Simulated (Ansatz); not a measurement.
**CdPd3: reading a single point**

```
CELL_PARAMETERS angstrom
0.00000 0.00000 6.27590
5.05335 -3.57836 3.13795
5.05335 3.57836 -3.13795
ATOMIC_POSITIONS crystal
Pd 0.50000 0.00000 0.50000
Pd 0.00000 0.00000 0.50000
Pd 0.50000 0.50000 0.00000
Pd 0.00000 0.50000 0.00000
Cd 0.50000 0.00000 0.00000
Pd 0.50000 0.50000 0.50000
Pd 0.00000 0.50000 0.50000
Cd 0.00000 0.00000 0.00000
```

Single point in Ansatz 0.2.0 with m-r2SCAN, no spin polarisation. Cutoff 500 eV, PAW datasets, 6×6×6 Γ-centred k mesh, methfessel-paxton filling (width 0.0214 eV).

Question: Describe some of the short contacts.

Answer: Pd–Pd at 3.14 Å: least valence density 0.14 e/Å³ and ELF 0.14 there. Cd–Cd at 3.14 Å: least valence density 0.13 e/Å³ and ELF 0.19 there. Pd–Cd at 3.47 Å: least valence density 0.08 e/Å³ and ELF 0.13 there. These are pseudo-fields; inside the PAW spheres they differ from the all-electron ones.

Question: Is it stable against the elements?

Answer: 1.09 eV an atom against the elements' usual phases (free molecules for gases, crystals otherwise, with no correction for O₂ or N₂), so at this geometry it isn't bound against them. Relaxing would lower it.

Question: How is the charge shared?

Answer: Bader charges in e: Cd +0.36, Pd -0.14 to -0.09. In the mean Cd gives up most and Pd takes most.

Question: Is there a gap?

Answer: It is a metal, with about 12 states/eV a cell as the mean within 0.25 eV of the Fermi level, mostly Pd d (86 %).

Question: Is the cell too large or too small?

Answer: The pressure is -17.0 GPa (compression positive), so with the atoms held at these fractions the cell would first shrink. The principal stresses -18.2, -16.8, -15.8 GPa differ, so its shape would change too.

Origin: a known structure type with other elements, at an estimated volume, so it need not be a known compound. Caveats: many states at the Fermi level without spin polarisation, so a magnetic state may lie lower; atoms or cell far from equilibrium; m-r2SCAN is r2SCAN with a changed spin dependence that lowers moments.
